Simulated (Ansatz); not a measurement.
Co (hcp, Mg type)

```xyz
2
Lattice="2.4939 0.0000 0.0000 -1.2470 2.1598 0.0000 0.0000 0.0000 4.0317" Properties=species:S:1:pos:R:3 pbc="T T T"
Co     0.0000     1.4399     3.0238
Co     1.2470     0.7199     1.0079
```

This relaxed cell (volume V₀) is scaled evenly in all directions, its shape held. Symmetry pins the atoms to their sites.

These are PBE (plane waves to 420 eV, PAW, scalar-relativistic; Ansatz, an electronic-structure program) values and carry that method's errors. k mesh 21×21×12 (Γ-centred), Fermi-Dirac smearing 0.05 eV. E stands for the smeared free energy. Co was relaxed with its symmetry unable to fall. Relaxed Co ends ferromagnetic. The PAW data are Ansatz's earlier set. The magnetic order is the one the run started from; other orders were not tried. ΔE is measured from the relaxed starting cell.

```csv
V (Å³/cell),moment (μB/cell),ΔE (meV/atom)
19.54,3.06,…
19.91,3.08,…
20.27,3.10,…
20.63,3.13,20
20.99,3.16,8
21.35,3.19,2
21.72,3.22,0
22.08,3.25,2
22.44,3.28,7
22.80,3.31,16
23.16,3.33,28
23.53,3.35,42
23.89,3.37,…
```

Q: Fill in the missing entries.

A: 
- 19.54, ΔE (meV/atom): 88
- 19.91, ΔE (meV/atom): 59
- 20.27, ΔE (meV/atom): 36
- 23.89, ΔE (meV/atom): 60

(Under strain, the slope of the energy per volume gives the stress and its curvature an elastic modulus.)
